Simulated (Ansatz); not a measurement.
Input and command of a plane-wave DFT calculation in Ansatz:

```yaml
crystal:
  lattice:
    - [-3.556454, 3.556454, 2.940516]
    - [3.556454, -3.556454, 2.940516]
    - [3.556454, 3.556454, -2.940516]
  atoms:
    - { symbol: Te, position: [0.75, 0.25, 0.5] }
    - { symbol: Te, position: [0.0, 0.0, 0.0] }
    - { symbol: As, position: [0.375, 0.625, 0.25] }
    - { symbol: As, position: [0.375, 0.125, 0.75] }
    - { symbol: As, position: [0.375, 0.625, 0.75] }
    - { symbol: As, position: [0.875, 0.625, 0.25] }
basis:
  ecutwfc: 420
kpoints:
  mp_grid: { grid: [8, 8, 8] }
hamiltonian:
  xc: pbesol
scf:
  occupations: { method: gaussian, width: 0.1 }
output:
  forces: true
  stress: true
  eigenvalues: true
relax:
  adjacent_minimum: "off"
  f_tol: 0.01
  max_steps: 60
  cell: { stress_tol: 0.05 }
```

```bash
ansatz run input.yaml --threads 1 --pin off --max-ram 2560MiB --backend cpu --events-out ev --progress --plain --runs-dir out
```

Processor: Arm Neoverse V1, 1 thread, on a host shared with other jobs.

How long does it run, and how much memory does it take?

About 2.8 min on 1 thread of Arm Neoverse V1, on a shared host, peak memory 0.63 GiB. It solves 56 bands at 59 k points (the mesh reduced by symmetry) with about 2741 plane waves (on the last cell), in 33 SCF iterations over 6 ionic steps.
